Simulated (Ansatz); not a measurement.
Band structure of AsAu

```
Au As
1.0
     0.00000    2.92028    2.92028
     2.92028    0.00000    2.92028
     2.92028    2.92028    0.00000
Au As
1 1
Direct
  0.00000 0.00000 0.00000
  0.25000 0.25000 0.25000
```

Atoms are numbered in the order listed.

The cell was built from the zincblende type and relaxed in the same program, and has space group F-43m; it needn't be a known or the stable phase.

Spin–orbit coupling is left out, though it moves levels of the heavy atoms by tenths of an eV or more.

The calculation used Ansatz 0.2.0, DFT, PBE, all-electron LAPW, scalar-relativistic.

Settings: a Γ-centred 11×11×11 k mesh, Fermi–Dirac smearing of 0.08 eV, basis error target 0.25 meV/atom, no spin polarisation.

Points in fractions of the reciprocal vectors of this cell: Γ (0, 0, 0), X (-0.5, -0.5, 0), U (-0.375, -0.375, 0.25), K (-0.375, 0, 0.375), L (0, 0, 0.5), W (-0.5, -0.25, 0.25). The path joins them by straight lines in the order Γ–X–U–K–Γ–L–W–X; legs that retrace an earlier one aren't tabulated. Energies are in eV from the Fermi level.

**Question.** List the levels at X between -5 and 5 eV.

**Answer.** -4.65 (×2), -4.00, -3.82, -3.45, -1.05 (×2), 4.22, 4.57.

**Question.** List the levels at L between -5 and 5 eV.

**Answer.** -5.00, -4.13 (×2), -3.76, 0.99 (×2), 3.04.

**Question.** List the levels at Γ between -5 and 5 eV.

**Answer.** -4.23 (×2), 1.60, 2.63 (×3).

**Question.** What is the band gap?

**Answer.** none: bands cross the Fermi level, a metal.
